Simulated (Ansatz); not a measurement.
input.yaml (Ansatz)

```yaml
crystal:
  lattice:
    - [6.883864684, 0.0, 0.0]
    - [0.0, 6.883864684, 0.0]
    - [0.0, 0.0, 6.883864684]
  atoms:
    - { symbol: Ca, position: [1.0, 1.0, 0.0] }
    - { symbol: Ca, position: [0.5, 0.5, 0.5] }
    - { symbol: Ca, position: [0.25, 0.0, 0.5] }
    - { symbol: Ca, position: [0.75, 1.0, 0.5] }
    - { symbol: Ca, position: [0.5, 0.25, 0.0] }
    - { symbol: Ca, position: [0.5, 0.75, 0.0] }
    - { symbol: Ca, position: [0.0, 0.5, 0.25] }
    - { symbol: Ca, position: [0.0, 0.5, 0.75] }
hamiltonian:
  xc: pbesol
  pseudopotentials:
    kind: paw
    azcp:
      Ca: "pseudopotentials/Ca.paw.azcp"
basis:
  ecutwfc: 420
  fft_grid_basis: typed
kpoints:
  mp_grid: { grid: [5, 5, 5], shift: [0, 0, 0] }
magnetization:
  spin_polarized: false
scf:
  occupations: { method: fermi_dirac, width: 0.1 }
```

Output

```
Warning: the record states the generating functional pbe (its physics header spells it `PBE`), which answers neither for hamiltonian.xc's functional nor for the pbesol family's — results may be inconsistent (PPs are generated against a specific XC)
Engine: ansatz 0.2.0, aarch64-unknown-linux-gnu
Pseudopotentials: kind: paw
Pseudopotential: Ca, paw, valence charge 10, recommended cutoff 420 eV (normal) 
Functional definition: PBEsol
  exchange = pbesol_x
  correlation = pbesol_c
Crystal: 8 atoms, lattice volume = 326.210 Å³
Basis set: ecut = 420 eV, 6403 PW (Γ)
Bands: 48, of which v1, the nominal top of the filled ones, is band 40 counted from 1 (39 counted from 0)
Symmetry: 48 space group operations
Space group: Pm-3n (ITA 223), of the structure as read, at distance tolerance 6.9e-5 Å
k-points: 10 of 125
Non-local potential: Ca, projectors of the file, l = 0: 3, l = 1: 2, l = 2: 2
PAW form: soft (Blöchl's): semilocal exchange-correlation on the pseudo side does not see the compensation charge
PAW frozen core: Ca, regenerated for the run's functional, and the local potential with it (the file was generated under x = pbe(κ = 0.804, μ = 0.2195149727645171), c = pbe(β = 0.06672455060314922))
PAW one-centre angular grid: Ca, 110 points (default); XC on 64 Gauss nodes
Initial density: superposition of atomic densities (neutral atoms: chi_scale 0, normalization atom), corrected by the library's trained network
Initial wavefunctions: pseudopotential atomic-orbital guess
Functional: x = pbesol(κ = 0.804, μ = 0.12345679012345678), c = pbesol(β = 0.046)
SCF iter   1: F=—  HF=-14349.680581 eV  |F-HF|=—  |Δ(HF+E_count)|=         —  Δρ=2.25e-3  dr2=1.62e-2  ethr=1.77e-3  ⟨swp⟩=12.8  Hψ=5358  notcnv=0  defer=1
automatic band count: the SCF goes on with 56 bands, as 48 were too few: the levels above may hold too much charge
SCF iter   2: F=—  HF=-14349.683822 eV  |F-HF|=—  |Δ(HF+E_count)|=   3.24e-3  Δρ=1.10e-3  dr2=3.94e-3  ethr=2.03e-5  ⟨swp⟩=3.0  Hψ=1106  notcnv=0
SCF iter   3: F=—  HF=-14349.683190 eV  |F-HF|=—  |Δ(HF+E_count)|=   6.32e-4  Δρ=2.59e-4  dr2=3.65e-4  ethr=4.93e-6  ⟨swp⟩=3.0  Hψ=1106  notcnv=0
SCF iter   4: F=—  HF=-14349.683160 eV  |F-HF|=—  |Δ(HF+E_count)|=   2.96e-5  Δρ=5.13e-5  dr2=1.05e-5  ethr=4.57e-7  ⟨swp⟩=2.0  Hψ=637  notcnv=0
SCF iter   5: F=—  HF=-14349.683022 eV  |F-HF|=—  |Δ(HF+E_count)|=   1.38e-4  Δρ=1.62e-5  dr2=1.23e-6  ethr=1.31e-8  ⟨swp⟩=3.0  Hψ=1055  notcnv=0
SCF iter   6: F=-14349.683021 eV  HF=-14349.683022 eV  |F-HF|=2.76e-8  |Δ(HF+E_count)|=   1.41e-7  Δρ=3.55e-6  dr2=7.42e-8  ethr=1.25e-10  ⟨swp⟩=2.0  Hψ=1418  notcnv=0
SCF 1 converged in 6 iterations: F = -14349.683021 eV  dr2 = 7.42e-8
SCF converged after 6 iterations
Free energy (F): -14349.683021 eV
Harris-Foulkes:  -14349.683022 eV  (|F-HF|=2.76e-8)
Internal energy: -14349.405001 eV  (E = F + TS)
E sigma→0 (E₀):  -14349.544011 eV
Entropy (-TS):   -0.278021 eV (-34.753 meV/atom)
Fermi energy:    5.132681 eV
--- Per-component energies (eV) ---
  E_band       = -1376.164660
  E_kinetic    = 2204.954731
  E_local      = -6730.964371  (includes V_loc(G=0)·N_el)
  E_nonlocal   = 518.070972
  E_hartree    = 2248.319730
  E_xc         = -1074.507784
  E_vxc        = -1346.311922  (∫ρ·V_xc dr)
  E_paw        = -6693.840458  (= ΣΔE_a)
  E_vpaw       = -518.559256  (= ΣTr[D̂ρ^β])
  E_aug_tail   = -0.000045  (compensation charges beyond the density's cutoff)
  E_ewald      = -4822.388129
  E_core_change = 0.950355  (= ΣΔE_core)
  E_smearing   = -0.278021  (= −TS)
  E_closure    = 0.000000  (closes the sum)
  Σ components = -14349.683021   (vs F -14349.683021, Δ=0.00e0)
```

Command:

```sh
ansatz run input.yaml --threads 4 --pin off --max-ram 8192MiB --backend cpu --events-out ev --progress --plain --runs-dir out
```

On 4 threads of Arm Neoverse V1 (shared host) this took about 2.7 s of wall time and 10 s of CPU time, with 0.68 GiB at the peak.
